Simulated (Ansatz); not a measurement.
Relaxed-ion elastic tensor of TiS in space group P-6m2 (No. 187; Ti on 1e, S on 1b) in GPa (Voigt order), LDA in the plane-wave PAW code Ansatz; density 4.75 g/cm³, 13.96 Å³ per atom.

```
      1     2    3    4    5     6
-  ----  ----  ---  ---  ---  ----
1   267  90.1  110  0.0  0.0   0.0
2  90.1   267  110  0.0  0.0   0.0
3   110   110  372  0.0  0.0   0.0
4   0.0   0.0  0.0  169  0.0   0.0
5   0.0   0.0  0.0  0.0  169   0.0
6   0.0   0.0  0.0  0.0  0.0  88.3
```

Problem. Is the crystal mechanically stable?

Solution. Yes: the smallest eigenvalue of C is 88.3 GPa.

Problem. Work out the Voigt, Reuss and Hill averages.

Solution. K_V = 170, K_R = 164, K_H = 167; G_V = 125, G_R = 114, G_H = 120 GPa.

Problem. Give Young's modulus, Poisson's ratio, Pugh's ratio and the universal anisotropy index.

Solution. E = 9KG/(3K + G) = 290 GPa; ν = 0.21; K/G = 1.39 (brittle by the Pugh limit of 1.75); A_U = 5G_V/G_R + K_V/K_R − 6 = 0.52.

Problem. Estimate the sound speeds and the Debye temperature.

Solution. v_l = √((K + 4G/3)/ρ) = 8290 m/s, v_t = √(G/ρ) = 5020 m/s, mean 5550 m/s; Θ = (h/k)(3n/4πV)^(1/3) v_m = 686 K.

Problem. How much does each axis shrink under pressure?

Solution. Linear compressibilities β_i = Σ_j S_ij (j = 1 to 3): x 2.4, y 2.4, z 1.3 per TPa.

The workflow started from a Materials Project entry (that database holds measured and hypothetical structures alike); the Crystallography Open Database copy checked does not list it. COD files the formula under space group No. 166, 194, so this cell is another polymorph or a model. Whether it is the stable phase at ambient conditions was not checked. The LDA relaxation kept the symmetry of its start; of distortions, only those at the zone centre were tested. No spin polarisation was allowed. As this level gives no gap, shear constants depend on the k-mesh and smearing (Fermi–Dirac, 0.1 eV here).

Potentials: the later of the program's two PAW sets.
